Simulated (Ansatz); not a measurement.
**Two states of CrBrO**

```yaml
crystal:
  lattice:
    - [3.91978, 0.00000, 0.00000]
    - [0.00000, 3.27951, 0.00000]
    - [0.00000, 0.00000, 8.48289]
  atoms:
    - { symbol: Cr, position: [0.25000, 0.25000, 0.10200] }
    - { symbol: Cr, position: [0.75000, 0.75000, 0.89800] }
    - { symbol: O, position: [0.25000, 0.75000, 0.96500] }
    - { symbol: O, position: [0.75000, 0.25000, 0.03500] }
    - { symbol: Br, position: [0.25000, 0.75000, 0.32000] }
    - { symbol: Br, position: [0.75000, 0.25000, 0.68000] }
```

Method: r2SCAN, with U = 2.24 eV and J = 0.8 eV on Cr d (atomic projectors); PAW, plane waves to 500 eV, 5×6×3 Γ-centred mesh, methfessel-paxton occupations (width 0.0126 eV) (Ansatz 0.2.0), atoms fixed.

State A: Cr1 up, Cr2 up (collinear spin). State B: Cr1 up, Cr2 down (collinear spin).

Question: Which state is lower, and how do they differ?

Answer: State A is lower by 3.5 meV an atom at zero smearing.

| state | free energy (meV/atom) | largest moment in a small sphere (μB) | net moment (μB/cell) | gap on mesh (eV) | pressure (GPa) | largest force (eV/Å) |
| --- | --- | --- | --- | --- | --- | --- |
| A | 0.0 | 2.45 | 6.00 | 1.68 | 0.3 | 1.12 |
| B | 3.5 | 2.43 | 0.00 | 2.19 | 0.3 | 1.13 |

Origin: a database entry at a rescaled volume. Caveats: an odd or shifted mesh can miss the band edges, so this level's true gap may be smaller.
